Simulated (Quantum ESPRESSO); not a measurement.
TaHfNbO6F2, finding a planted mistake in a log

Simulated, not a measurement. The program is pw.x of Quantum ESPRESSO 7.5 (plane-wave density functional theory). The cell is made up: 11 atoms on a fluorite lattice with one site empty, with randomly drawn elements, strain and displacements, not relaxed. PseudoDojo standard norm-conserving files (v0.5 for PBE, v0.4.1 for LDA and PBEsol) set the functional; there is no spin polarisation, spin-orbit coupling or dispersion term, and the masses in the input are unused placeholders.

The hafnium pseudopotential is less sure than the others, with forces about 3 percent (worst 6) and pressure in oxides about 1.5 GPa (worst 2.7) from a second method in checks, which no rerun with the same files tests.

Intended input:

```
&control calculation='scf', pseudo_dir='./dojo.nc.sr.pbe.v0_5.standard.upf', outdir='./o', disk_io='medium', tprnfor=.true., tstress=.true. /
&system ibrav=0, nat=11, ntyp=5, nbnd=50, ecutwfc=84.00895049, nosym=.true., tot_charge=0,
 occupations='smearing', smearing='fd', degauss=0.0018374661
/
&electrons conv_thr=7.350e-09, electron_maxstep=60, /
ATOMIC_SPECIES
F 1.0 F.upf
Hf 1.0 Hf.upf
Nb 1.0 Nb.upf
O 1.0 O.upf
Ta 1.0 Ta.upf
CELL_PARAMETERS angstrom
5.0456 0.0 0.0
0.0 5.0456 0.0
0.0 0.0 5.0456
ATOMIC_POSITIONS angstrom
Ta -0.0582 2.5718 2.579
Hf 2.6035 0.0531 2.4187
Nb 2.4382 2.5218 -0.0234
O 1.2875 1.19 1.3364
F 1.2641 1.0704 3.744
O 1.3054 3.78 1.2097
F 1.2682 3.7376 3.8128
O 3.749 1.1632 1.1837
O 3.783 1.3097 3.8316
O 3.8754 3.6592 1.2553
O 3.8452 3.7836 3.8013
K_POINTS automatic
4 4 4 1 1 1
```

The log is shortened where brackets say so; the opening notice, blank lines, dates and the lines on written files are dropped, and the path of the files is cut. It prints rydbergs, bohrs and kilobars, and counts compression as positive stress. Where no state is partly filled, the Fermi energy that it prints is only some level between the filled and the empty states on the mesh, and need not lie in the true gap.

Log of the intended run:

```
     Program PWSCF v.7.5
     Parallel version (MPI & OpenMP), running on       1 processor cores
     Number of MPI processes:                 1
     Threads/MPI process:                     1
     [start-up lines left out]
     bravais-lattice index     =            0
     lattice parameter (alat)  =       9.5348  a.u.
     unit-cell volume          =     866.8322 (a.u.)^3
     number of atoms/cell      =           11
     number of atomic types    =            5
     number of electrons       =        88.00
     number of Kohn-Sham states=           50
     kinetic-energy cutoff     =      84.0090  Ry
     charge density cutoff     =     336.0358  Ry
     scf convergence threshold =      7.3E-09
     mixing beta               =       0.7000
     number of iterations used =            8  plain     mixing
     Exchange-correlation= PBE
                           (   1   4   3   4   0   0   0)
     [axes and pseudopotential details left out]
   Cartesian axes
     site n.     atom                  positions (alat units)
         1        Ta     tau(   1) = (  -0.0115348   0.5097114   0.5111384  )
         2        Hf     tau(   2) = (   0.5159941   0.0105240   0.4793682  )
         3        Nb     tau(   3) = (   0.4832329   0.4998018  -0.0046377  )
         4        O      tau(   4) = (   0.2551728   0.2358491   0.2648644  )
         5        F      tau(   5) = (   0.2505351   0.2121452   0.7420327  )
         6        O      tau(   6) = (   0.2587205   0.7491676   0.2397534  )
         7        F      tau(   7) = (   0.2513477   0.7407642   0.7556683  )
         8        O      tau(   8) = (   0.7430236   0.2305375   0.2346004  )
         9        O      tau(   9) = (   0.7497622   0.2595727   0.7593943  )
        10        O      tau(  10) = (   0.7680752   0.7252259   0.2487910  )
        11        O      tau(  11) = (   0.7620897   0.7498811   0.7533891  )
     number of k points=    32  Fermi-Dirac smearing, width (Ry)=  0.0018
                       cart. coord. in units 2pi/alat
        k(    1) = (   0.1250000   0.1250000   0.1250000), wk =   0.0625000
        k(    2) = (   0.1250000   0.1250000   0.3750000), wk =   0.0625000
     [further k points left out]
     Dense  grid:    90087 G-vectors     FFT dimensions: (  60,  60,  60)
     Estimated max dynamical RAM per process >     156.53 MB
     Initial potential from superposition of free atoms
     starting charge      87.9949, renormalised to      88.0000
     Starting wfcs are   62 randomized atomic wfcs
     total cpu time spent up to now is       11.4 secs
     per-process dynamical memory:    91.5 Mb
     Self-consistent Calculation
     iteration #  1     ecut=    84.01 Ry     beta= 0.70
     Davidson diagonalization with overlap
     ethr =  1.00E-02,  avg # of iterations =  2.0
     total cpu time spent up to now is       32.9 secs
     total energy              =    -662.15975510 Ry
     estimated scf accuracy    <       5.95493381 Ry
     iteration #  2     ecut=    84.01 Ry     beta= 0.70
     Davidson diagonalization with overlap
     ethr =  6.77E-03,  avg # of iterations =  6.0
     total cpu time spent up to now is       86.4 secs
     total energy              =    -657.55848892 Ry
     estimated scf accuracy    <      54.52901440 Ry
     [iterations 3 to 15 left out]
     iteration # 16     ecut=    84.01 Ry     beta= 0.70
     Davidson diagonalization with overlap
     ethr =  1.61E-10,  avg # of iterations =  4.3
     total cpu time spent up to now is      560.1 secs
     total energy              =    -665.38361072 Ry
     estimated scf accuracy    <       0.00000005 Ry
     iteration # 17     ecut=    84.01 Ry     beta= 0.70
     Davidson diagonalization with overlap
     ethr =  5.50E-11,  avg # of iterations =  2.3
     total cpu time spent up to now is      587.2 secs
     End of self-consistent calculation
     [lines on levels left out]
     the Fermi energy is    10.4855 ev
!    total energy              =    -665.38361073 Ry
     estimated scf accuracy    <          3.0E-09 Ry
     smearing contrib. (-TS)   =      -0.00000000 Ry
     internal energy E=F+TS    =    -665.38361073 Ry
     The total energy is F=E-TS. E is the sum of the following terms:
     one-electron contribution =    -175.02789108 Ry
     hartree contribution      =     135.33064582 Ry
     xc contribution           =    -155.95444938 Ry
     ewald contribution        =    -469.73191608 Ry
     convergence has been achieved in  17 iterations
     Forces acting on atoms (cartesian axes, Ry/au):
     atom    1 type  5   force =    -0.18345474   -0.00663612   -0.13155559
     atom    2 type  2   force =     0.08735980   -0.00592544   -0.07681718
     atom    3 type  3   force =     0.15110067   -0.04370709    0.20085463
     atom    4 type  4   force =    -0.00704988    0.11234656   -0.00769836
     atom    5 type  1   force =    -0.00430118    0.06014886    0.03575994
     atom    6 type  4   force =     0.04904837   -0.08065505    0.02839815
     atom    7 type  1   force =    -0.00703290   -0.04388827   -0.03389958
     atom    8 type  4   force =    -0.00692304    0.07046572    0.04906404
     atom    9 type  4   force =    -0.02438016    0.06338515   -0.07188645
     atom   10 type  4   force =    -0.02269843   -0.07346143    0.04852949
     atom   11 type  4   force =    -0.03166850   -0.05207289   -0.04074910
     Total force =     0.437023     Total SCF correction =     0.000156
     Computing stress (Cartesian axis) and pressure
          total   stress  (Ry/bohr**3)                   (kbar)     P=     -119.55
  -0.00084156   0.00000055   0.00046358         -123.80        0.08       68.19
   0.00000055  -0.00067716  -0.00009130            0.08      -99.61      -13.43
   0.00046358  -0.00009130  -0.00091928           68.19      -13.43     -135.23
     init_run     :      9.74s CPU     11.25s WALL (       1 calls)
     electrons    :    541.84s CPU    575.82s WALL (       1 calls)
     forces       :      6.00s CPU      6.07s WALL (       1 calls)
     stress       :     25.76s CPU     26.77s WALL (       1 calls)
     [timing details left out]
     PWSCF        :   9m43.56s CPU  10m20.35s WALL
     JOB DONE.
```

A second run was made from an input with one planted mistake. Its log:

```
     Program PWSCF v.7.5
     Parallel version (MPI & OpenMP), running on       1 processor cores
     Number of MPI processes:                 1
     Threads/MPI process:                     1
     [start-up lines left out]
     bravais-lattice index     =            0
     lattice parameter (alat)  =       9.5348  a.u.
     unit-cell volume          =     866.8322 (a.u.)^3
     number of atoms/cell      =           11
     number of atomic types    =            5
     number of electrons       =        88.00
     number of Kohn-Sham states=           68
     kinetic-energy cutoff     =      84.0090  Ry
     charge density cutoff     =     336.0358  Ry
     scf convergence threshold =      7.3E-09
     mixing beta               =       0.7000
     number of iterations used =            8  plain     mixing
     Exchange-correlation= PBE
                           (   1   4   3   4   0   0   0)
     [axes and pseudopotential details left out]
   Cartesian axes
     site n.     atom                  positions (alat units)
         1        Ta     tau(   1) = (  -0.0115348   0.5097114   0.5111384  )
         2        Hf     tau(   2) = (   0.5159941   0.0105240   0.4793682  )
         3        Nb     tau(   3) = (   0.4832329   0.4998018  -0.0046377  )
         4        O      tau(   4) = (   0.2551728   0.2358491   0.2648644  )
         5        F      tau(   5) = (   0.2505351   0.2121452   0.7420327  )
         6        O      tau(   6) = (   0.2587205   0.7491676   0.2397534  )
         7        F      tau(   7) = (   0.2513477   0.7407642   0.7556683  )
         8        O      tau(   8) = (   0.7430236   0.2305375   0.2346004  )
         9        O      tau(   9) = (   0.7497622   0.2595727   0.7593943  )
        10        O      tau(  10) = (   0.7680752   0.7252259   0.2487910  )
        11        O      tau(  11) = (   0.7620897   0.7498811   0.7533891  )
     number of k points=    32  Fermi-Dirac smearing, width (Ry)=  0.0360
                       cart. coord. in units 2pi/alat
        k(    1) = (   0.1250000   0.1250000   0.1250000), wk =   0.0625000
        k(    2) = (   0.1250000   0.1250000   0.3750000), wk =   0.0625000
     [further k points left out]
     Dense  grid:    90087 G-vectors     FFT dimensions: (  60,  60,  60)
     Estimated max dynamical RAM per process >     172.45 MB
     Initial potential from superposition of free atoms
     starting charge      87.9949, renormalised to      88.0000
     Starting wfcs are   62 randomized atomic wfcs +    6 random wfcs
     total cpu time spent up to now is       14.6 secs
     per-process dynamical memory:    94.7 Mb
     Self-consistent Calculation
     iteration #  1     ecut=    84.01 Ry     beta= 0.70
     Davidson diagonalization with overlap
     ethr =  1.00E-02,  avg # of iterations =  6.9
     total cpu time spent up to now is       64.3 secs
     total energy              =    -662.31380406 Ry
     estimated scf accuracy    <       5.77901516 Ry
     iteration #  2     ecut=    84.01 Ry     beta= 0.70
     Davidson diagonalization with overlap
     ethr =  6.57E-03,  avg # of iterations =  2.3
     total cpu time spent up to now is      109.5 secs
     total energy              =    -657.29919058 Ry
     estimated scf accuracy    <      56.43648164 Ry
     [iterations 3 to 15 left out]
     iteration # 16     ecut=    84.01 Ry     beta= 0.70
     Davidson diagonalization with overlap
     ethr =  1.52E-10,  avg # of iterations =  1.3
     total cpu time spent up to now is      621.8 secs
     total energy              =    -665.43889148 Ry
     estimated scf accuracy    <       0.00000002 Ry
     iteration # 17     ecut=    84.01 Ry     beta= 0.70
     Davidson diagonalization with overlap
     ethr =  1.89E-11,  avg # of iterations =  1.9
     total cpu time spent up to now is      667.4 secs
     End of self-consistent calculation
     [lines on levels left out]
     the Fermi energy is    10.4444 ev
!    total energy              =    -665.43889148 Ry
     estimated scf accuracy    <          3.0E-09 Ry
     smearing contrib. (-TS)   =      -0.15195097 Ry
     internal energy E=F+TS    =    -665.28694051 Ry
     The total energy is F=E-TS. E is the sum of the following terms:
     one-electron contribution =    -175.12094683 Ry
     hartree contribution      =     135.52768565 Ry
     xc contribution           =    -155.96176325 Ry
     ewald contribution        =    -469.73191608 Ry
     convergence has been achieved in  17 iterations
     Forces acting on atoms (cartesian axes, Ry/au):
     atom    1 type  5   force =    -0.15098458   -0.00729834   -0.11521311
     atom    2 type  2   force =     0.07607428   -0.01696319   -0.06330879
     atom    3 type  3   force =     0.13284335   -0.03919583    0.15719167
     atom    4 type  4   force =    -0.00807267    0.10378521   -0.00182777
     atom    5 type  1   force =    -0.00401768    0.05674360    0.03089628
     atom    6 type  4   force =     0.03870850   -0.07056052    0.04611225
     atom    7 type  1   force =    -0.00774461   -0.03709694   -0.03613262
     atom    8 type  4   force =    -0.00260451    0.06753008    0.05060535
     atom    9 type  4   force =    -0.01763609    0.05587931   -0.07451641
     atom   10 type  4   force =    -0.02572703   -0.06369042    0.04901114
     atom   11 type  4   force =    -0.03083897   -0.04913296   -0.04281799
     Total force =     0.380668     Total SCF correction =     0.000172
     Computing stress (Cartesian axis) and pressure
          total   stress  (Ry/bohr**3)                   (kbar)     P=      -95.42
  -0.00066011  -0.00004257   0.00037845          -97.11       -6.26       55.67
  -0.00004257  -0.00056977  -0.00009900           -6.26      -83.82      -14.56
   0.00037845  -0.00009900  -0.00071611           55.67      -14.56     -105.34
     init_run     :     13.54s CPU     14.32s WALL (       1 calls)
     electrons    :    615.61s CPU    652.79s WALL (       1 calls)
     forces       :      9.54s CPU      9.65s WALL (       1 calls)
     stress       :     35.23s CPU     36.31s WALL (       1 calls)
     [timing details left out]
     PWSCF        :  11m14.34s CPU  11m54.55s WALL
     JOB DONE.
```

Question: what was wrong in the second input?

Answer: the smearing is too wide. The input lines that differ, file-writing options aside:

```
- &system ibrav=0, nat=11, ntyp=5, nbnd=50, ecutwfc=84.00895049, nosym=.true., tot_charge=0,
+ &system ibrav=0, nat=11, ntyp=5, nbnd=68, ecutwfc=84.00895049, nosym=.true., tot_charge=0,
-  occupations='smearing', smearing='fd', degauss=0.0018374661
+  occupations='smearing', smearing='fd', degauss=0.0360143357
```

```
                                            intended run  run with the mistake
                          free energy (eV)     -9053.005             -9053.757
                    smearing term -TS (eV)        0.0000               -2.0674
                            pressure (GPa)        -11.95                 -9.54
            largest force component (eV/Å)         5.164                 4.042
largest change of a force component (eV/Å)                               1.123
                                iterations            17                    17
```

For scale, a rerun of the intended cell at 1467 eV and a 6 x 6 x 6 mesh moved values by no more than 0.002 eV in energy, 0.05 GPa in stress and 0.007 eV/Å in force. The number of bands, nbnd, was set by rule from the electron count and the smearing, so it follows the mistake.